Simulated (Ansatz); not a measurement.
# TiMnB4 (P6/mmm) at 2 levels of theory

One geometry, relaxed with PBE; plane waves with PAW potentials in Ansatz, scalar-relativistic. Collinear spin, ending at 2.4 μB a primitive cell. Gaps are the least over mesh and band path; pressure is positive in compression.

```
Ti Mn B
1.0
     3.02465    0.00000    0.00000
    -1.51232    2.61942    0.00000
     0.00000    0.00000    6.13395
Ti Mn B
1 1 4
Direct
  0.00000 0.00000 0.00000
  0.00000 0.00000 0.50000
  0.33333 0.66667 0.74155
  0.66667 0.33333 0.74155
  0.33333 0.66667 0.25845
  0.66667 0.33333 0.25845
```

| level | cutoff (eV) | k mesh | gap (eV) | pressure (GPa) | largest moment (μB) |
| --- | --- | --- | --- | --- | --- |
| PBE | 420 | 12×12×6 | 0 | 0.0 | 2.28 |

Q: What comes out on the same cell with LDA?

A:
```tsv
level	cutoff (eV)	k mesh	gap (eV)	pressure (GPa)	largest moment (μB)
LDA	420	12×12×6	0	-13.4	2.10
```

It was reached by relaxing an invented guess, and it needn't be the stable form of this composition.
